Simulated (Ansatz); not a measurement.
Starting cell, MgB2 (AlB2 type, space group P6/mmm):

```xyz
6
Lattice="6.1486 0.0000 0.0000 -1.5372 2.6624 0.0000 3.0743 0.0000 3.5275" Properties=species:S:1:pos:R:3 pbc="T T T"
Mg     0.0000     0.0000     0.0000
Mg     1.5372     2.6624     0.0000
B      6.1486     1.7750     1.7638
B      3.0743     1.7750     1.7638
B      1.5372     0.8875     1.7638
B      4.6115     0.8875     1.7638
```

The atoms are displaced by Q × the pattern below (from a DFPT mode at L = (0.5, 0.0, 0.5), largest move 1; Q in Å), at fixed cell. (q is in reciprocal vectors of the primitive cell; the cell shown is doubled to hold the pattern.)

```json
[
 {"atom": "B3", "x": "0.866", "y": "0.500", "z": "0.000"},
 {"atom": "B4", "x": "-0.866", "y": "-0.500", "z": "0.000"},
 {"atom": "B5", "x": "-0.866", "y": "-0.500", "z": "0.000"},
 {"atom": "B6", "x": "0.866", "y": "0.500", "z": "0.000"}
]
```

Atoms not listed stay in place.

The numbers are results of PBE (plane waves to 420 eV, PAW, scalar-relativistic; Ansatz, a program for electronic structure), not measurements. k mesh 17×17×17 (Γ-centred), Fermi-Dirac smearing 0.05 eV. E stands for the smeared free energy. Compression counts positive. With partly filled bands, energies and forces of such displacements shift with the k mesh and the smearing. MgB2 was relaxed with its symmetry unable to fall. ΔE is measured from the undisplaced structure.

```csv
Q (Å),ΔE (meV/cell),−dE/dQ from forces (eV/Å),P (GPa)
-0.180,1364,14.188,4.2
-0.150,966,12.284,2.9
-0.120,629,10.159,1.9
-0.090,358,7.827,1.1
-0.060,161,5.319,0.5
-0.030,40,2.693,0.1
0.000,0,0.000,0.0
0.030,40,-2.693,0.1
0.060,161,-5.319,0.5
0.090,358,-7.827,1.1
0.120,629,-10.159,1.9
0.150,966,-12.284,2.9
0.180,1364,-14.188,4.2
```

Read from the data:

- Energy at Q = 0.180 Å: 1364 meV/cell
- Space group of the distorted cell: Imma (No. 74), lowered from P6/mmm
- Symmetry of the curve: even: the same for both signs
- Shape of the curve: a single well with its minimum at or next to zero displacement
- Harmonic wavenumber from the curvature (finite differences): 753 cm⁻¹
- Wavenumber by perturbation theory (DFPT, on another k mesh): 753 cm⁻¹

(For displaced atoms, the force is minus the slope of the energy, and its curvature is a force constant, which sets phonon frequencies.)
